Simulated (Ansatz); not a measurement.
CdI$_{2}$ (CdI2 type)

```cif
data_CdI2
_chemical_formula_sum 'Cd1 I2'
_space_group_name_H-M_alt 'P-3m1'
_space_group_IT_number 164
_space_group_name_Hall '-P 3 2"'
_cell_length_a 4.24233
_cell_length_b 4.24233
_cell_length_c 6.82427
_cell_angle_alpha 90.000
_cell_angle_beta 90.000
_cell_angle_gamma 120.000
loop_
_atom_site_label
_atom_site_type_symbol
_atom_site_symmetry_multiplicity
_atom_site_Wyckoff_symbol
_atom_site_fract_x
_atom_site_fract_y
_atom_site_fract_z
_atom_site_occupancy
Cd1 Cd 1 a 0.00000 0.00000 0.00000 1
I1 I 2 d 0.33333 0.66667 0.25349 1
```

E(V) scan at fixed shape, V₀ the volume above. The atoms relax within the cell's symmetry.

Level of theory: PBE-D3(BJ) (plane waves to 420 eV, PAW, scalar-relativistic; Ansatz, an electronic-structure program). k mesh 10×10×5 (Γ-centred), Fermi-Dirac smearing 0.05 eV. E stands for the smeared free energy. With the shape held, the modulus is that of even scaling; a crystal free to change shape is softer. CdI2 was relaxed with its symmetry unable to fall. Spin-orbit coupling is left out, though I is heavy. ΔE is measured from the relaxed starting cell.

| V (Å³/atom) | ΔE (meV/atom) |
|---|---|
| 29.782 | 81.5 |
| 31.200 | 41.0 |
| 32.618 | 16.4 |
| 34.037 | 3.7 |
| 35.455 | 0.0 |
| 36.873 | 3.1 |
| 38.291 | 11.2 |
| 39.709 | 23.3 |
| 41.128 | 38.2 |

### Question
What is the fitted pressure derivative B₀′?

### Answer
6.1.

### Question
What bulk modulus at fixed cell shape B₀ follows from a third-order Birch-Murnaghan fit?

### Answer
19.1 GPa. Check by three points about V = 35.455 Å³/atom, step 1.418: d²E/dV² ≈ (3.7 − 2·0.0 + 3.1) meV / 1.418² = 0.00338 eV/Å⁶, and V·d²E/dV² × 160.2 = 19.2 GPa.

(Under strain, the slope of the energy per volume gives the stress and its curvature an elastic modulus.)
